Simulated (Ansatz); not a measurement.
Polymorphs of TiAs, each relaxed with r²SCAN (plane waves, PAW; program Ansatz):

A: P6_3/mmc
a = b = 3.640 Å, c = 12.040 Å, α = β = 90.00°, γ = 120.00°

```
atom  site  symmetry       x       y       z
----  ----  --------  ------  ------  ------
Ti      4f       3m.  0.3333  0.6667  0.1174
As      2a      -3m.  0.0000  0.0000  0.0000
As      2d      -6m2  0.6667  0.3333  0.2500
```

B: CsCl type (Pm-3m)
a = 3.1833 Å, b = 3.1833 Å, c = 3.1833 Å, α = 90.00°, β = 90.00°, γ = 90.00°

```
atom  site  symmetry       x       y       z
----  ----  --------  ------  ------  ------
Ti      1a      m-3m  0.0000  0.0000  0.0000
As      1b      m-3m  0.5000  0.5000  0.5000
```

Task: Rank these by energy per atom at 0 K (lowest first), as r²SCAN gives it.

Result: A (+0 meV/atom), B (+455 meV/atom)

Constructed cells (a structure type filled with these elements, in neither database checked): B. Standing as an ambient phase not checked: A. Unstable at this level: B. All cells were relaxed under the symmetry of their starts (and spin orders); stability against distortions was not tested throughout. Rows with no word on spin ran without spin polarisation. Spin–orbit coupling is left out wherever it is not named.

Energies hold the estimated change up to a 700 eV cutoff; steps of a few meV lie near the error of the meshes.

Potentials: the earlier of the program's two PAW sets.
